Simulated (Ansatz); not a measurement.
**Question.** Each is relaxed and computed with PBE in the plane-wave PAW code Ansatz. Which is the only metal?
A) SnC, zinc blende
B) Ga2O3, C2/m (Pearson symbol mS20)
C) GaIr3C, anti-perovskite
D) GaP, Pm-3n (Ga on 6c, P on 6d)

**Answer.** C, GaIr3C, anti-perovskite. GaIr3C: metal; GaP: gap 0.96 eV (indirect); Ga2O3: gap 2.01 eV; SnC: gap 0.62 eV (direct). Typed or built starts, not in the databases checked: GaIr3C, anti-perovskite; GaP, Pm-3n (Ga on 6c, P on 6d); SnC, zinc blende. Not the usual ambient phase: GaP, Pm-3n (Ga on 6c, P on 6d). All cells were relaxed under the symmetry of their starts (and spin orders); stability against distortions was not tested throughout. Named crystals with no word on spin ran without spin polarisation. Scalar-relativistic: spin–orbit coupling is off unless named, which matters more the heavier the elements.

Potentials: the earlier of the program's two PAW sets.
